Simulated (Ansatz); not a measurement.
In DFT-r²SCAN in the program Ansatz with PAW potentials, C in the cubic phase (Ia-3; C on 16c) relaxes to a = 4.469 Å.

The Kohn–Sham gap is 2.72 eV (direct). The valence maximum lies at H and the conduction minimum at H. The screened hybrid HSE06 puts the gap at 3.66 eV. The electron mass is 0.41 mₑ (isotropic).

An equation-of-state fit gives a bulk modulus of 399 GPa. The relaxed-ion elastic constants in GPa are C11 = 1140, C12 = 31.6, C44 = 525. The elastic constants imply a Debye temperature near 2230 K.

The start of the workflow was typed in or built on a structure type; neither database checked (COD, Materials Project) lists it. It is not the phase usual at ambient conditions (space group No. 194, 227). The r²SCAN relaxation kept the symmetry of its start; its stability against distortions is not shown here.

Potentials: the later of the program's two PAW sets.
